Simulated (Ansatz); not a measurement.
A relaxed structure of ZnO. Space group P6₃mc (No. 186), AFLOW prototype AB_hP12_186_a2b_a2b (B6, as in SiC). All values below come from PBEsol (plane waves to 420 eV, PAW, scalar-relativistic; Ansatz, an electronic-structure program).

Space group P6₃mc (No. 186); a = 3.220 Å, b = 3.220 Å, c = 15.723 Å, α = 90.00°, β = 90.00°, γ = 120.00°

| atom | site | symmetry | x | y | z |
|---|---|---|---|---|---|
| Zn | 2a | 3m. | 0.0000 | 0.0000 | 0.4999 |
| Zn | 2b | 3m. | 0.3333 | 0.6667 | 0.3334 |
| Zn | 2b | 3m. | 0.6667 | 0.3333 | 0.1666 |
| O | 2a | 3m. | 0.0000 | 0.0000 | 0.3747 |
| O | 2b | 3m. | 0.3333 | 0.6667 | 0.2079 |
| O | 2b | 3m. | 0.6667 | 0.3333 | 0.0412 |

Question: What is the computed band gap (PBEsol)?

Answer: 0.63 eV, direct at Γ (no spin-orbit coupling).

No spin polarisation in the result.

The run could not lose the symmetry of its start; a randomly shaken copy of 12 atoms returns to this structure.

The first start was generated by placing the elements on the sites of a structure type. A measured structure of ZnO has the same space group, P6₃mc (No. 186); the sites were not compared with it.
